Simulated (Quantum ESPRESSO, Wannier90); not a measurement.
**Wannier functions of BaTiO$_{3}$ (cubic perovskite)**

```yaml
crystal:
  lattice:
    - [4.00768, 0.00000, 0.00000]
    - [0.00000, 4.00768, 0.00000]
    - [0.00000, 0.00000, 4.00768]
  atoms:
    - { symbol: Ba, position: [0.50000, 0.50000, 0.50000] }
    - { symbol: Ti, position: [0.00000, 0.00000, 0.00000] }
    - { symbol: O, position: [0.50000, 0.00000, 0.00000] }
    - { symbol: O, position: [0.00000, 0.50000, 0.00000] }
    - { symbol: O, position: [0.00000, 0.00000, 0.50000] }
```

Cell from Materials Project (mp-2998), symmetrised, no further relaxation. COD (Crystallography Open Database) records the formula in this space group. Ideal cubic forms of this type are often high-temperature phases that distort on cooling; symmetry holds the cell here, and its stability was not tested. Method: PBEsol plane waves in Quantum ESPRESSO 7.5 (PseudoDojo norm-conserving files, 68 Ry, no spin polarisation, no spin-orbit coupling), Bloch states on a 8×8×8 mesh through Γ, Wannier90 4.0.1. Density: 8×8×8 mesh, cold smearing 0.01 Ry. Spin-orbit coupling is left out although heavy elements are present.

Valence charges of the files: Ba 10, Ti 12, O 6. 38 bands were computed.

Isolated groups of bands, relative to the valence-band maximum (bands from 21 on overlap up to the last one computed):

| bands | from (eV) | to (eV) | filling | weight on atomic waves |
|---|---|---|---|---|
| 1 | -56.32 | -56.31 | filled | Ti 3s 96 % |
| 2–4 | -32.71 | -32.66 | filled | Ti 3p 98 % |
| 5 | -24.61 | -24.34 | filled | Ba 5s 94 % |
| 6–8 | -16.95 | -15.73 | filled | O 2s 85 %, Ti 3d 5 %, Ti 4s 4 % |
| 9–11 | -10.52 | -9.34 | filled | Ba 5p 91 %, O 2p 5 % |
| 12–20 | -4.51 | 0.00 | filled | O 2p 82 %, Ti 3d 11 % |

Wanted is a model with the orbitals Ti d, O p, without the filled groups that are mainly made of other shells (semicore states, and anion s where it isn't named); all higher bands stay in for disentanglement.

**Question.** Give num_wann, exclude_bands and num_bands, and the number of electrons that the model holds.

**Answer.** Electrons: 1×10 + 1×12 + 3×6 = 40, which fill 20 bands.
num_wann = 1×5 + 3×3 = 14.
exclude_bands = 1-11, 11 bands, so num_bands = 38 − 11 = 27.
The model holds 40 − 2×11 = 18 electrons. With the window frozen to 3.28 eV it follows pw.x to 0.4 meV rms (states up to 2.8 eV relative to the valence-band maximum).
